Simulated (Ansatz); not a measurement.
**Nb (Im-3m), tetragonal deformation path**

All numbers below come from DFT PBEsol, scalar-relativistic, plane waves, PAW (Ansatz 0.2.0). The runs took a 420 eV cutoff, a Γ-centred 22×22×22 mesh and Gaussian smearing (0.15 eV). No spin polarisation. Energies are free energies at this smearing, counted from the undisturbed cell; pressure is positive in compression.

Reference structure (as given, not relaxed at this level; it stands at -8.4 GPa):

```
Nb
1.0
    -1.66395    1.66395    1.66395
     1.66395   -1.66395    1.66395
     1.66395    1.66395   -1.66395
Nb
1
Direct
  0.00000 0.00000 0.00000
```

At fixed volume and fractional coordinates, lengths along (0.000, 0.000, 1.000) are scaled against those across it; ρ is that ratio over its starting value. The cell is metallic on the mesh throughout. At -8 GPa the given cell is far from its own equilibrium, so these figures belong to a strongly strained crystal.

```
    ρ  ΔE (meV/atom) pressure (GPa)
0.707          291.5            -2.6
0.850           94.7            -6.3
1.000            0.0            -8.4
1.200          140.6            -6.0
1.414          326.0            -2.7
```